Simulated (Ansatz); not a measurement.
# Harmonic thermodynamics of ZrC

Method: DFT PBE, scalar-relativistic, plane waves, PAW (Ansatz 0.2.0). Plane waves to 420 eV; Γ-centred k mesh 16×16×16; Gaussian smearing of 0.10 eV. No spin polarisation. Phonons by linear response, acoustic sum rule imposed.

Equilibrium structure at this level:
```
Zr C
1.0
     0.00000    2.35430    2.35430
     2.35430    0.00000    2.35430
     2.35430    2.35430    0.00000
Zr C
1 1
Direct
  0.50000 0.50000 0.50000
  0.00000 0.00000 0.00000
```

The cell has the rock salt type, in a space group that the part of the Crystallography Open Database at hand lists for this formula; it was reached from a generator's guess. In a metal, frequencies and elastic constants depend on the k mesh and the smearing, soft modes and shear constants most.

Force constants from linear response on a 4×4×4 q mesh, interpolated to a fine mesh.

Phonon density of states, in bins of 10 cm⁻¹:
```tsv
bin centre (cm⁻¹)	share of modes (%)
5	0.0
15	0.0
25	0.0
35	0.0
45	0.0
55	0.1
65	0.1
75	0.2
85	0.2
95	0.3
105	0.4
115	0.5
125	0.7
135	1.0
145	1.3
155	1.7
165	2.3
175	3.4
185	4.8
195	5.0
205	5.1
215	3.6
225	2.9
235	2.2
245	1.3
255	3.4
265	2.4
275	2.4
285	2.0
295	1.3
305	0.8
315	0.4
325	0.0
335	0.0
345	0.0
355	0.0
365	0.0
375	0.0
385	0.0
395	0.0
405	0.0
415	0.0
425	1.1
435	1.5
445	1.8
455	2.3
465	2.6
475	2.8
485	3.1
495	3.6
505	4.6
515	5.4
525	5.1
535	0.7
545	0.7
555	0.8
565	1.0
575	1.3
585	2.1
595	2.2
605	2.0
615	2.0
625	1.6
635	1.0
645	0.6
655	0.1
```

Q: How much zero-point energy does an atom carry?

A: 68.2 meV.

Q: How large are the vibrational entropy and heat capacity at 300 K?

A: S = 2.07 k_B and C_V = 2.29 k_B per atom, 76 % of the Dulong–Petit value.

Q: Tabulate them against temperature.

A:
```tsv
T (K)	F_vib (meV/atom)	S (k_B/atom)	C_V (k_B/atom)
100	67.3	0.37	0.80
200	60.4	1.25	1.76
300	46.0	2.07	2.29
400	25.1	2.77	2.55
500	-1.4	3.36	2.70
600	-32.5	3.86	2.78
700	-67.6	4.29	2.84
800	-106.3	4.67	2.87
900	-148.0	5.01	2.90
1000	-192.5	5.32	2.92
```
